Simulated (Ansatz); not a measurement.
The start is a relaxed BAs cell deformed by the Cartesian strain tensor (xx, yy, zz, yz, xz, xy) = (0.036, -0.045, 0.019, -0.045, -0.015, -0.010). The cell and all atomic positions are relaxed at zero pressure with PBE (plane waves to 420 eV, PAW, scalar-relativistic; Ansatz, a program for electronic structure). The first steps use a coarse 8×8×8 k-mesh.

Starting cell:
```yaml
crystal:
  lattice:
    - [-0.06252, 2.18831, 2.34221]
    - [2.45403, -0.13346, 2.41315]
    - [2.46605, 2.27127, -0.14549]
  atoms:
    - { symbol: As, position: [0.75000, 0.75000, 0.75000] }
    - { symbol: B, position: [0.00000, 0.00000, 0.00000] }
```

Q: How much energy is released per atom?

A: 0.10 eV/atom.

Q: How does the volume change?

A: -0.6 %, from 13.99 to 13.90 Å³/atom.

Q: Is the relaxed structure metallic? Give its gap.

A: 1.21 eV, indirect (valence top at Γ, conduction bottom at 82 % of the way from Γ to X) (no spin-orbit coupling).

The end point of the relaxation:

Space group F-43m (No. 216); a = 4.809 Å, b = 4.809 Å, c = 4.809 Å, α = 90.00°, β = 90.00°, γ = 90.00°

| atom | site | symmetry | x | y | z |
|---|---|---|---|---|---|
| As | 4c | -43m | 0.2500 | 0.2500 | 0.2500 |
| B | 4a | -43m | 0.0000 | 0.0000 | 0.0000 |
(The calculation used a cell of 2 atoms; values per cell refer to that cell.)

Final values are on a 12×12×12 k-mesh of the relaxed cell. No spin polarisation in the result.
